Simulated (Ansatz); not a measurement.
BAs:
```cif
data_As2B2
_chemical_formula_sum 'B2 As2'
_space_group_name_H-M_alt 'P63/mmc'
_space_group_IT_number 194
_space_group_name_Hall '-P 6c 2c'
_cell_length_a 3.26271
_cell_length_b 3.26271
_cell_length_c 5.44708
_cell_angle_alpha 90.000
_cell_angle_beta 90.000
_cell_angle_gamma 120.000
loop_
_atom_site_label
_atom_site_type_symbol
_atom_site_symmetry_multiplicity
_atom_site_Wyckoff_symbol
_atom_site_fract_x
_atom_site_fract_y
_atom_site_fract_z
_atom_site_occupancy
B1 B 2 a 0.00000 0.00000 0.00000 1
As1 As 2 c 0.33333 0.66667 0.25000 1
```

Relaxed at zero pressure with DFT-PBE in the program Ansatz with PAW potentials.

Problem. The volume is raised by 3 % and shape and atoms relax at that volume. What pressure results, and how do the axes share the change?

Solution. -3.4 GPa; a 1.1 %, b 1.1 %, c 0.8 %; the energy rises by 4 meV/atom.

Problem. Give the new structure.

Solution. 
Space group P6₃/mmc (No. 194); a = 3.2984 Å, b = 3.2984 Å, c = 5.4897 Å, α = 90.00°, β = 90.00°, γ = 120.00°

```csv
atom,site,symmetry,x,y,z
B,2a,-3m.,0.0000,0.0000,0.0000
As,2c,-6m2,0.3333,0.6667,0.2500
```

The phase is kept; no other phase was compared at this pressure.

Space group P6_3/mmc (NiAs type). The start of the workflow was typed in or built on a structure type; neither database checked (COD, Materials Project) lists it. It is not the phase usual at ambient conditions (space group No. 216). The PBE relaxation kept the symmetry of its start; whether a distortion lowers the energy is not shown. Its formation energy is positive at this level, so the cell may be metastable or incomplete.

Potentials: the earlier of the program's two PAW sets.
